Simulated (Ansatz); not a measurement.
LaTeCl:
```yaml
crystal:
  lattice:
    - [4.43973, 0.00000, 0.00000]
    - [0.00000, 4.43973, 0.00000]
    - [0.00000, 0.00000, 8.12276]
  atoms:
    - { symbol: La, position: [0.00000, 0.50000, 0.76064] }
    - { symbol: La, position: [0.50000, 0.00000, 0.23936] }
    - { symbol: Te, position: [0.00000, 0.50000, 0.36154] }
    - { symbol: Te, position: [0.50000, 0.00000, 0.63846] }
    - { symbol: Cl, position: [0.00000, 0.00000, 0.00000] }
    - { symbol: Cl, position: [0.50000, 0.50000, 0.00000] }
```

Relaxed with LDA. Special points in fractions of this cell's reciprocal vectors: Γ (0.000, 0.000, 0.000); X (0.000, 0.500, 0.000); M (0.500, 0.500, 0.000); Z (0.000, 0.000, 0.500); R (0.000, 0.500, 0.500); A (0.500, 0.500, 0.500).

Question: List the band energies nearest the valence-band maximum at these points for DFT-LDA in the program Ansatz with PAW potentials.

Answer: In eV from the valence-band maximum; about four levels below and three above (degenerate sets whole), none deeper than 8.9 eV; points with the same levels are listed once.

```json
[
 {"k": "Γ", "below": "-1.75 -1.75 -0.08 -0.08 0.00", "above": "0.36 1.61 1.75"},
 {"k": "X", "below": "-1.80 -1.80 -1.33 -1.33", "above": "1.84 1.84 1.98 1.98"},
 {"k": "M", "below": "-1.87 -1.87 -1.05 -1.05", "above": "1.79 1.79 2.01 2.01"},
 {"k": "Z", "below": "-1.48 -1.48 -0.93 -0.29 -0.29", "above": "0.83 1.10 1.89"},
 {"k": "R", "below": "-1.69 -1.69 -0.89 -0.89", "above": "1.79 1.79 1.94 1.94"},
 {"k": "A", "below": "-1.38 -1.38 -1.07 -1.07", "above": "1.87 1.87 1.92 1.92"}
]
```

Space group P4/nmm. The workflow started from a Materials Project entry (that database holds measured and hypothetical structures alike); the Crystallography Open Database copy checked does not list it. Whether it is the stable phase at ambient conditions was not checked. The LDA relaxation kept the symmetry of its start; of distortions, only those at the zone centre were tested. Scalar-relativistic: spin–orbit coupling is off unless named, which matters more the heavier the elements.

Potentials: the later of the program's two PAW sets.
